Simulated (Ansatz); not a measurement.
The cell below belongs to a search over invented structures; it isn't taken from experiment.

Input and command of a plane-wave DFT calculation in Ansatz:

```yaml
crystal:
  lattice:
    - [7.07751075, -1.95373942, 0.0]
    - [7.07751075, 1.95373942, 0.0]
    - [-3.81604284, 0.0, 8.20161038]
  atoms:
    - { symbol: Cs, position: [0.81230218, 0.81230218, 0.2734108] }
    - { symbol: Li, position: [0.45238817, 0.45238817, 0.70712572] }
    - { symbol: Cr, position: [0.54761183, 0.54761183, 0.29287428], spin: 3.0 }
    - { symbol: Cr, position: [0.0, 0.0, 0.0], spin: 3.0 }
    - { symbol: Te, position: [0.59769643, 0.59769643, 0.93787587] }
    - { symbol: Te, position: [0.13078807, 0.13078807, 0.29763573] }
    - { symbol: S, position: [0.40230357, 0.40230357, 0.06212413] }
    - { symbol: S, position: [0.5, 0.5, 0.5] }
    - { symbol: S, position: [0.86921193, 0.86921193, 0.70236427] }
basis:
  ecutwfc: 420
kpoints:
  mp_grid: { grid: [3, 3, 2] }
hamiltonian:
  xc: pbe
scf:
  occupations: { method: gaussian, width: 0.15 }
  lower_state_search: "off"
output:
  forces: true
  stress: true
  eigenvalues: true
  populations: true
magnetization:
  spin_polarized: true
relax:
  adjacent_minimum: "off"
  f_tol: 0.08
  max_steps: 32
  cell: { stress_tol: 0.8 }
```

```bash
ansatz run input.yaml --threads 1 --pin off --max-ram 2816MiB --backend cpu --events-out ev --progress --plain --runs-dir out
```

Processor: Intel(R) Xeon(R) Platinum 8488C (Sapphire Rapids), 1 thread, on a host shared with other jobs.

Question: Estimate time, memory and problem size.

Answer: About 9.3 min, peak memory 0.83 GiB. It solves 58 bands at 8 k points (after reduction by symmetry) with about 5997 plane waves (on the last cell), in 259 SCF iterations over 17 ionic steps.
